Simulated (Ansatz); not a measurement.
**Kick test of a cell of Ti3Ge8Mo**

It was reached by relaxing an invented guess, and it needn't be the stable form of this composition.

All numbers below come from Ansatz 0.2.0, DFT PBE, scalar-relativistic, plane waves, PAW. Settings: cutoff 420 eV, Γ-centred mesh 10×10×4 on the computed 12-atom cell, Gaussian smearing of 0.10 eV; no spin polarisation.

The cell below (12 atoms, space group C222 (No. 21)) is relaxed within its symmetry.

```
CELL_PARAMETERS angstrom
2.50935 -4.31815 0.00000
2.50935 4.31815 0.00000
0.00000 0.00000 8.82445
ATOMIC_POSITIONS crystal
Ti 0.00000 0.50000 0.75061
Ti 0.50000 0.00000 0.24939
Ti 0.00000 0.00000 0.50000
Ge 0.16202 0.33356 0.24942
Ge 0.66644 0.83798 0.75058
Ge 0.33395 0.66605 0.50000
Ge 0.83223 0.16777 0.00000
Ge 0.66605 0.33395 0.50000
Ge 0.16777 0.83223 0.00000
Ge 0.83798 0.66644 0.24942
Ge 0.33356 0.16202 0.75058
Mo 0.50000 0.50000 0.00000
```

For the test it was strained at random (σ = 1.5 % a component), the atoms were moved at random (σ = 0.05 Å), and all was relaxed again on a coarse 6×6×4 mesh (in the run’s order of axes) with 0.20 eV smearing, with no symmetry imposed.

**Question.** Is the structure stable against such a distortion?

**Answer.** It returns, within 1 meV/atom of the unmoved cell on that mesh and with the same symmetry when read at 0.1 Å. No instability shows in this cell; modes of other wave vectors, which need another repeat, aren't tested.
